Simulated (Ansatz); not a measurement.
**LiAgC₂: what symmetry allows forces and stress to be**

```
Li Ag C
1.0
     3.90614    0.00000    0.00000
    -1.95307    3.38282    0.00000
     0.00000    0.00000    5.36524
Li Ag C
1 1 2
Direct
  0.00000 0.00000 0.50000
  0.66667 0.33333 0.00000
  0.66667 0.33333 0.65623
  0.66667 0.33333 0.34377
```

Level of theory: DFT PBE, scalar-relativistic, plane waves, PAW (Ansatz 0.2.0).

Cutoff 420 eV; k points 9×9×6 on the computed 4-atom cell (Γ-centred); Gaussian smearing, width 0.02 eV; no spin polarisation.

This distorted cell has space group P-6m2, with 12 operations.

Question: Without a calculation: in which directions can each atom feel a force?

Answer: A force must be left unchanged by every operation that keeps its atom in place, so it lies in the space that those operations leave fixed. Atoms that the group maps onto each other feel forces of one size.
```json
{"atom": "Li1", "site symmetry": "-6m2", "operations at the site": "12", "equivalent to atom": "1", "allowed force (Cartesian)": "none"}
{"atom": "Ag2", "site symmetry": "-6m2", "operations at the site": "12", "equivalent to atom": "2", "allowed force (Cartesian)": "none"}
{"atom": "C3", "site symmetry": "3m.", "operations at the site": "6", "equivalent to atom": "3", "allowed force (Cartesian)": "along (0.00, 0.00, 1.00)"}
{"atom": "C4", "site symmetry": "3m.", "operations at the site": "6", "equivalent to atom": "3", "allowed force (Cartesian)": "along (0.00, 0.00, 1.00)"}
```

That leaves 1 independent force component of 12. A relaxation in this cell that keeps the symmetry moves the atoms in these directions alone.

Question: And the stress tensor?

Answer: It must be invariant under the point group, which leaves 2 independent components: yz, xz, xy vanish; xx = yy.

Question: Do the computed values obey this?

Answer: Yes. Forces (eV/Å):
```
Li1   0.000   0.000   0.000
Ag2   0.000   0.000   0.000
C3    0.000   0.000 -12.947
C4    0.000   0.000  12.947
```

Stress (GPa, compression positive, xx yy zz yz xz xy): -0.20 -0.20 -10.77 0.00 0.00 0.00. The program imposes the same operations on density, forces and stress, so this confirms the analysis and is no independent test of the calculation.

The smearing is narrow for a metal on this mesh.